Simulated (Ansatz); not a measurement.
## CrB4: do energies and stresses tell the same story?

The calculation used DFT r2SCAN, scalar-relativistic, plane waves, PAW (Ansatz).

Settings: cutoff 500 eV, Γ-centred mesh 14×14×14 on the computed 5-atom cell, Gaussian smearing of 0.10 eV; no spin polarisation.

Relaxed cell: Immm, a = 2.849 Å, b = 4.732 Å, c = 5.460 Å, α = 90.00°, β = 90.00°, γ = 90.00°, 5 atoms in the primitive cell.

Energies at zero smearing and pressures from the stress tensor, at volumes with shape and atoms relaxed:
```csv
V (Å³/atom),E − E(first) (meV/atom),P (GPa)
6.919,0.00,19.41
7.140,-19.37,8.99
7.361,-25.38,0.00
7.582,-19.86,-7.77
7.802,-4.38,-14.48
```

Problem. Check P = −dE/dV between neighbouring volumes, and get the bulk modulus from the pressures alone.

Solution. With 1 eV/Å³ = 160.2 GPa:
```tsv
middle V (Å³/atom)	−ΔE/ΔV (GPa)	mean P (GPa)
7.029	14.050	14.196
7.250	4.363	4.492
7.471	-4.003	-3.888
7.692	-11.231	-11.129
```

The two differ by 0.15 GPa at most. The mean of two end pressures misses the average over a step by about ΔV² P″/12, up to 0.13 GPa here; with that taken off 0.02 GPa remains. Around V = 7.361 Å³/atom, the two neighbours give B = −V ΔP/ΔV = 7.361 × 16.76 / 0.442 = 279.3 GPa, against B0 = 278.4 GPa from the Birch–Murnaghan fit of the energies.

A ferromagnetic start lost its moments in a first run, so spin was left out; other magnetic orders weren't tried.

Cost: 6 runs of about 20 core-minutes in all, on Arm Neoverse V1 (shared hosts).